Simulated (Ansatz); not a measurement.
K2RbLaV2O8:
```cif
data_K2LaO8RbV2
_chemical_formula_sum 'K2 Rb1 La1 V2 O8'
_space_group_name_H-M_alt 'P-3m1'
_space_group_IT_number 164
_space_group_name_Hall '-P 3 2"'
_cell_length_a 6.09238
_cell_length_b 6.09238
_cell_length_c 7.77098
_cell_angle_alpha 90.000
_cell_angle_beta 90.000
_cell_angle_gamma 120.000
loop_
_atom_site_label
_atom_site_type_symbol
_atom_site_symmetry_multiplicity
_atom_site_Wyckoff_symbol
_atom_site_fract_x
_atom_site_fract_y
_atom_site_fract_z
_atom_site_occupancy
K1 K 2 d 0.66667 0.33333 0.30707 1
Rb1 Rb 1 a 0.00000 0.00000 0.00000 1
La1 La 1 b 0.00000 0.00000 0.50000 1
V1 V 2 d 0.33333 0.66667 0.23484 1
O1 O 2 d 0.33333 0.66667 0.02260 1
O2 O 6 i 0.17957 0.35915 0.31379 1
```

Relaxed with r²SCAN.

### Question
Tabulate the valence density and the electron localisation function along the shortest La–O contact (2.38 Å), plane-wave PAW r²SCAN (Ansatz code).

### Answer


| distance from La (Å) | density (e/Å³) | ELF |
|---|---|---|
| 0.24 | 1.39 | 0.04 |
| 0.36 | 1.49 | 0.22 |
| 0.48 | 1.60 | 0.51 |
| 0.60 | 1.63 | 0.72 |
| 0.72 | 1.51 | 0.80 |
| 0.83 | 1.24 | 0.81 |
| 0.95 | 0.92 | 0.74 |
| 1.07 | 0.64 | 0.50 |
| 1.19 | 0.47 | 0.23 |
| 1.31 | 0.42 | 0.17 |
| 1.43 | 0.49 | 0.30 |
| 1.55 | 0.72 | 0.59 |
| 1.67 | 1.17 | 0.78 |
| 1.79 | 2.02 | 0.83 |
| 1.91 | 3.41 | 0.81 |
| 2.03 | 5.09 | 0.72 |
| 2.15 | 6.54 | 0.54 |

The density is the valence pseudo-density with augmentation charge, so density and ELF within about 1 Å of a nucleus are not all-electron values.

The workflow started from a Materials Project entry (that database holds measured and hypothetical structures alike); the Crystallography Open Database copy checked does not list it. Its standing as an ambient phase is unchecked. Symmetry was held in the r²SCAN relaxation; its stability against distortions is not shown here. No spin polarisation was allowed. No Hubbard U is applied. Scalar-relativistic: spin–orbit coupling is off unless named, which matters more the heavier the elements.

Potentials: the later of the program's two PAW sets.
